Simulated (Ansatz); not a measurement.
Input file for Ansatz (a program for electronic structure):

Ansatz 0.2 input:
```yaml
crystal:
  lattice:
    - [3.8040827314, 0.0, 0.0]
    - [0.0, 3.8040827314, 0.0]
    - [0.0, 0.0, 3.8040827314]
  atoms:
    - { symbol: Co, position: [0.5, 0.5, 0.0], spin: 1.8 }
    - { symbol: Co, position: [0.0, 0.5, 0.5], spin: 1.8 }
    - { symbol: Co, position: [0.5, 0.0, 0.5], spin: 1.8 }
    - { symbol: Pd, position: [0.0, 0.0, 0.0], spin: 0.34 }
    - { symbol: C, position: [0.5, 0.5, 0.5], spin: 0.09 }
kpoints:
  mp_grid: { grid: [11, 11, 11] }
hamiltonian:
  xc: r2scan
  pseudopotentials: { azcp: { folder: ./paw }, kind: paw }
magnetization: { spin_polarized: true }
scf:
  occupations: { method: gaussian, width: 0.05 }
checkpoint: { read: metal.run }
output: { write_density: true, elf: true, volumetric_format: npy }
basis: { fft_grid_basis: typed }
```

Output (shortened):

```
Pseudopotential: Co, paw, valence charge 17
Pseudopotential: Pd, paw, valence charge 18
Pseudopotential: C, paw, valence charge 4
Functional definition: r2SCAN
Crystal: 5 atoms, lattice volume = 55.049 Å³
Basis set: ecut = 500 eV, 1365 PW (Γ), exchange–correlation on 120×120×120 points (64 copies of the dense FFT grid, shifted against one another)
Bands: 48, of which v1, the nominal top of the filled ones, is band 37 counted from 1 (36 counted from 0)
Symmetry: 48 space group operations
Space group: Pm-3m (ITA 221), of the structure as read, at distance tolerance 3.8e-5 Å
k-points: 56 of 1331
Stability of the state it starts from, as read at its close in the collinear treatment (another_mixer)
Starting moments: Σ|m| = 5.83 μB on 5 of 5 sites; this step starts from the density that it was given
iter 1 solved again at ethr=5.83e-8 eV; its pass at ethr=3.10e-3 eV (dr2=4.26e-5 eV) is discarded
SCF iter   1: F=—  HF=-22631.254932 eV  |F-HF|=—  |Δ(HF+E_count)|=         —  Δρ=9.19e-7 (↑4.01e-7 ↓9.19e-7)  dr2=7.40e-10  dr2_τ=7.45e-12  dr2_m=5.01e-11  M=5.599 μB ∫|m|=6.109 μB  β_m=1.20  ethr=5.83e-8  ⟨swp⟩=3.2  Hψ=33683  notcnv=0
preconditioner: auto → Kerker (q_TF=auto, 2.860 Å⁻¹)
spin=Collinear: Kerker preconditioning applied to the charge; magnetization (m = ρ↑ − ρ↓) channel mixes plain (no charge-response kernel on spin).
SCF iter   2: F=-22631.254932 eV  HF=-22631.254932 eV  |F-HF|=2.62e-10  |Δ(HF+E_count)|=   2.96e-8  Δρ=8.06e-7 (↑2.71e-7 ↓8.06e-7)  dr2=3.30e-10  dr2_τ=9.13e-12  dr2_m=6.62e-11  M=5.599 μB ∫|m|=6.109 μB  ethr=1.01e-12  ⟨swp⟩=6.5  Hψ=21446  notcnv=0
SCF 1 converged in 2 iterations: F = -22631.254932 eV  dr2 = 3.30e-10
Stability not checked (another_mixer)
SCF converged after 2 iterations
Magnetization: 5.5992 μB (39.2996 up, 33.7004 down)
Absolute magnetization: 6.1099 μB (∫|ρ↑−ρ↓|, with the PAW one-centre terms)
Spin contamination: 0.1751 ħ² per cell (⟨S²⟩ above its minimum at these occupations)
Per-site moments (μB) at R_I (Å): [(1.7254609081848897, 0.78459206335125), (1.7254609081848886, 0.78459206335125), (1.7254609081848895, 0.78459206335125), (0.29454242960745763, 1.1095807369216284), (0.028753271281714416, 0.78459206335125)]
Free energy (F): -22631.254932 eV
Harris-Foulkes:  -22631.254932 eV  (|F-HF|=2.62e-10)
Internal energy: -22631.251466 eV  (E = F + TS)
E sigma→0 (E₀):  -22631.253199 eV
Entropy (-TS):   -0.003466 eV (-0.693 meV/atom)
Fermi energy:    17.620346 eV
--- Per-component energies (eV) ---
  E_band       = -1032.575766
  E_kinetic    = 1409.855533
  E_local      = -10473.783124  (includes V_loc(G=0)·N_el)
  E_nonlocal   = 1708.992264
  E_hartree    = 4560.215544
  E_xc         = -435.123040
  E_vxc        = -637.498146  (∫ρ·V_xc dr)
  E_paw        = -8689.806309  (= ΣΔE_a)
  E_vpaw       = -2206.347113  (= ΣTr[D̂ρ^β])
  E_aug_tail   = -0.000047  (compensation charges beyond the density's cutoff)
  E_vtau       = 45.771762  (kinetic-family band-sum trace: ∫τ·v_τ [+ j·A + Jᵃ·Aᵃ] dr)
  E_ewald      = -10710.239814
  E_core_change = -1.362473  (= ΣΔE_core)
  E_smearing   = -0.003466  (= −TS)
  E_closure    =  0.000000  (closes the sum)
  Σ components = -22631.254932   (vs F -22631.254932, Δ=0.00e0)
  [band-id]    e_kinetic+e_local+e_nonlocal+2·e_hartree+e_vxc+e_vpaw+e_augmentation_tail+e_vtau = -1032.577784   (vs E_band -1032.575766, Δ=-2.02e-3)
--- Band table (eV; the first three rows and the last of 112) ---
  k-point 0 ↑: bands = ["-82.7562", "-82.7364", "-82.7364", "-69.1230", "-44.8062", "-44.8062", "-44.8062", "-44.4975", "-44.4975", "-44.4975", "-44.4913", "-44.4913", "-44.4913", "-34.0386", "-34.0386", "-34.0386", "3.1530", "10.9759", "12.2870", "12.2870", …
  k-point 1 ↑: bands = ["-82.7558", "-82.7368", "-82.7364", "-69.1230", "-44.8059", "-44.8059", "-44.8056", "-44.4981", "-44.4975", "-44.4975", "-44.4916", "-44.4916", "-44.4914", "-34.0390", "-34.0386", "-34.0386", "3.2080", "11.0249", "12.2760", "12.2760", …
  k-point 2 ↑: bands = ["-82.7548", "-82.7378", "-82.7365", "-69.1229", "-44.8051", "-44.8051", "-44.8039", "-44.4998", "-44.4976", "-44.4976", "-44.4923", "-44.4923", "-44.4915", "-34.0403", "-34.0387", "-34.0387", "3.3629", "11.1143", "12.2404", "12.2404", …
  k-point 55 ↓: bands = ["-79.8246", "-79.8241", "-79.8241", "-68.7564", "-42.2255", "-42.0652", "-42.0652", "-41.6045", "-41.6044", "-41.6044", "-41.5133", "-41.5133", "-41.5131", "-33.6631", "-33.6630", "-33.6630", "5.7924", "10.3448", "10.3448", "10.3961", …
```

Cost: about 28 core-seconds (a rough figure) on shared cores.

The start of the workflow was typed in or built on a structure type; neither database checked (COD, Materials Project) lists it. Its standing as an ambient phase is unchecked. The r²SCAN relaxation kept the symmetry of its start; its stability against distortions is not shown here. The final state is ferromagnetic, chosen from 4 collinear starts compared on coarse meshes (ties went to the first, and starts can fall back to one state), not a proven ground state. Its formation energy is positive at this level, so the cell may be metastable or incomplete. Other orbital occupations within this spin state were not tried. For itinerant 3d metals, meta-GGAs of the SCAN family and hybrids are commonly reported to give too large moments. Spin–orbit coupling is left out wherever it is not named.

Potentials: the earlier of the program's two PAW sets. The files were generated under PBE; for other functionals the program regenerates the frozen cores, and for LDA and PBEsol the local potential too.

Ansatz is a plane-wave DFT program.
